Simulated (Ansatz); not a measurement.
# Is this RbCd2Br4 structure a true minimum?

The structure comes from a generated guess, relaxed at this level; another structure or a mixture of phases may lie lower.

These are results of Ansatz, DFT PBE, scalar-relativistic, plane waves, PAW, not measurements. Cutoff 420 eV; k points 6×6×6 on the computed 7-atom cell (Γ-centred); Gaussian smearing, width 0.10 eV; no spin polarisation.

The cell below (7 atoms, space group Cmmm (No. 65)) is relaxed within its symmetry.

```cif
data_structure
_symmetry_space_group_name_H-M 'P 1'
_symmetry_Int_Tables_number 1
_cell_length_a 8.4668
_cell_length_b 8.4668
_cell_length_c 5.4351
_cell_angle_alpha 90.000
_cell_angle_beta 90.000
_cell_angle_gamma 139.338
_cell_volume 253.88
loop_
_atom_site_label
_atom_site_type_symbol
_atom_site_fract_x
_atom_site_fract_y
_atom_site_fract_z
_atom_site_occupancy
Rb1 Rb 0.00000 0.00000 0.00000 1
Cd1 Cd 0.33166 0.66834 0.50000 1
Cd2 Cd 0.66834 0.33166 0.50000 1
Br1 Br 0.15112 0.84888 0.50000 1
Br2 Br 0.37045 0.62955 0.00000 1
Br3 Br 0.84888 0.15112 0.50000 1
Br4 Br 0.62955 0.37045 0.00000 1
```

For the test it was strained at random (σ = 1.5 % a component), the atoms were moved at random (σ = 0.15 Å), and all was relaxed again on a coarse 4×4×4 mesh (in the run’s order of axes) with 0.20 eV smearing, with no symmetry imposed.

An odd number of electrons in the primitive cell allows no gap without spin; a larger cell or a magnetic state could open one.

**Question.** Does it come back?

**Answer.** It returns, within 2 meV/atom of the unmoved cell on that mesh and with the same symmetry when read at 0.1 Å (P1 at 0.01 Å, so small strains and shifts remain). No instability shows in this cell; modes of other wave vectors, which need another repeat, aren't tested.
